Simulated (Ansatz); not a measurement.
Here is the system:

Lu5Pb3:
```cif
data_Lu10Pb6
_chemical_formula_sum 'Lu10 Pb6'
_space_group_name_H-M_alt 'P 1'
_space_group_IT_number 1
_cell_length_a 8.80432
_cell_length_b 8.80432
_cell_length_c 6.43978
_cell_angle_alpha 90.000
_cell_angle_beta 90.000
_cell_angle_gamma 120.000
loop_
_space_group_symop_operation_xyz
  'x, y, z'
loop_
_atom_site_label
_atom_site_type_symbol
_atom_site_fract_x
_atom_site_fract_y
_atom_site_fract_z
_atom_site_occupancy
Lu1 Lu 0.76408 0.76408 0.75000 1
Lu2 Lu 0.23592 0.23592 0.25000 1
Lu3 Lu 0.00000 0.76408 0.25000 1
Lu4 Lu 0.00000 0.23592 0.75000 1
Lu5 Lu 0.23592 0.00000 0.75000 1
Lu6 Lu 0.76408 0.00000 0.25000 1
Lu7 Lu 0.66667 0.33333 0.00000 1
Lu8 Lu 0.33333 0.66667 0.00000 1
Lu9 Lu 0.33333 0.66667 0.50000 1
Lu10 Lu 0.66667 0.33333 0.50000 1
Pb1 Pb 0.39395 0.39395 0.75000 1
Pb2 Pb 0.60605 0.60605 0.25000 1
Pb3 Pb 0.00000 0.39395 0.25000 1
Pb4 Pb 0.00000 0.60605 0.75000 1
Pb5 Pb 0.60605 0.00000 0.75000 1
Pb6 Pb 0.39395 0.00000 0.25000 1
```

This is the r²SCAN-relaxed structure.

**Question.** All from plane-wave PAW r²SCAN (Ansatz code), unless another level is named. Estimate the density of states at the Fermi level.

**Answer.** 0.50 states/eV per atom (mean over ±0.08 eV).

**Question.** Give the formation energy from the elements (no fitted shifts).

**Answer.** -0.60 eV/atom.

Space group P6_3/mcm. The workflow started from a Materials Project entry (that database holds measured and hypothetical structures alike); the Crystallography Open Database copy checked does not list it. Its standing as an ambient phase is unchecked. Symmetry was held in the r²SCAN relaxation; its stability against distortions is not shown here. The references are the lowest solids computed at this level, not always the standard phases. Spin–orbit coupling is left out wherever it is not named.

Potentials: the later of the program's two PAW sets.
